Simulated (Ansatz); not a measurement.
RuS2 in space group Pa-3 (No. 205; Ru on 4a, S on 8c), LDA in the plane-wave PAW code Ansatz. The conduction-band minimum lies at Γ, with 1 equivalent valley. Second derivatives d²E/dk² of the lowest band at one valley (eV·Å²), along Cartesian directions:

| direction | d²E/dk² |
|---|---|
| [100] | 23.09 |
| [010] | 23.09 |
| [001] | 23.09 |
| [110] | 23.09 |
| [101] | 23.09 |
| [011] | 23.09 |

Task: Find the principal effective masses, the density-of-states mass and the conductivity mass.

Result: Off-diagonal terms follow from H_xy = H[110] − (H_xx + H_yy)/2, and m*/mₑ = 7.620 eV·Å² over each eigenvalue: 0.33, 0.33, 0.33. One valley's DOS mass (m₁m₂m₃)^(1/3) = 0.33, conductivity mass 3/(Σ 1/mᵢ) = 0.33 mₑ.

Task: What effective density of states Nc follows at 300 K for parabolic valleys?

Result: Nc = 2.509e19 × 1 × (0.33)^(3/2) ≈ 4.8e18 cm⁻³.

Task: With the computed static dielectric constant 21.0 (mean of the diagonal), estimate a hydrogenic donor's binding energy and radius.

Result: E = 13.606 eV × 0.33/21.0² ≈ 10 meV; a = 0.529 Å × ε/m* ≈ 34 Å. Semilocal masses tend to be too small when the gap is underestimated.

The LDA relaxation kept the symmetry of its start. No spin polarisation was allowed. Scalar-relativistic: spin–orbit coupling is off unless named, which matters more the heavier the elements.

Potentials: the later of the program's two PAW sets.
